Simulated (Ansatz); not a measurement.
Consider the following.

YSi2:
Space group P4/mmm (No. 123); a = b = 3.742 Å, c = 4.540 Å, α = β = γ = 90.00°

```tsv
atom	site	symmetry	x	y	z
Si	2f	mmm.	0.0000	0.5000	0.0000
Y	1b	4/mmm	0.0000	0.0000	0.5000
```

This is the PBE-relaxed structure.

Question: All from PBE in the plane-wave PAW code Ansatz, unless another level is named. Estimate the electronic character.

Answer: metallic (no gap).

Question: Next, the density of states at the Fermi level?

Answer: 0.25 states/eV per atom (mean over ±0.08 eV).

Question: Next, the formation energy from the elements (no fitted shifts)?

Answer: -0.37 eV/atom.

A made-up cell: these elements were put on the sites of a structure type; neither database checked (COD, Materials Project) lists it. COD files the formula under space group No. 191, so this cell is another polymorph or a model. Its standing as an ambient phase is unchecked. Symmetry was held in the PBE relaxation; whether a distortion lowers the energy is not shown. The run is not spin-polarised. The references are the lowest solids computed at this level, not always the standard phases. Scalar-relativistic: spin–orbit coupling is off unless named, which matters more the heavier the elements.

Potentials: the later of the program's two PAW sets.
